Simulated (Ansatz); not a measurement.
Bi:
```
Bi
1.0
    0.00000     3.64473     3.64473
    3.64473     0.00000     3.64473
    3.64473     3.64473     0.00000
Bi
2
Direct
  0.00000   0.00000   0.00000
  0.25000   0.25000   0.25000
```

Relaxed with PBE. Special points in fractions of this cell's reciprocal vectors: Γ (0.000, 0.000, 0.000); X (0.500, 0.000, 0.500); U (0.625, 0.250, 0.625); K (0.375, 0.375, 0.750); L (0.500, 0.500, 0.500); W (0.500, 0.250, 0.750).

List the band energies nearest the Fermi level at these points for plane-wave PAW PBE with spin–orbit coupling (Ansatz code).

In eV from the Fermi level; about four levels below and three above (degenerate sets whole), none deeper than 8.9 eV; points with the same levels are listed once.

```
k                                below                above
-  -----------------------------------  -------------------
Γ  -0.30 -0.30 -0.30 -0.30 -0.19 -0.19  1.73 1.73 1.73 1.73
X              -0.05 -0.05 -0.05 -0.05  4.34 4.34 4.34 4.34
U              -2.48 -2.48 -0.34 -0.34  1.34 1.34 3.51 3.51
L              -2.23 -2.23 -1.11 -1.11  1.59 1.59 2.71 2.71
W              -3.31 -3.31 -2.71 -2.71  0.12 0.12 1.49 1.49
```

Space group Fd-3m (diamond). The start of the workflow was typed in or built on a structure type; neither database checked (COD, Materials Project) lists it. It is not the phase usual at ambient conditions (space group No. 166). The cell was relaxed with PBE under the symmetry of its start; whether a distortion lowers the energy is not shown.

Potentials: the earlier of the program's two PAW sets.
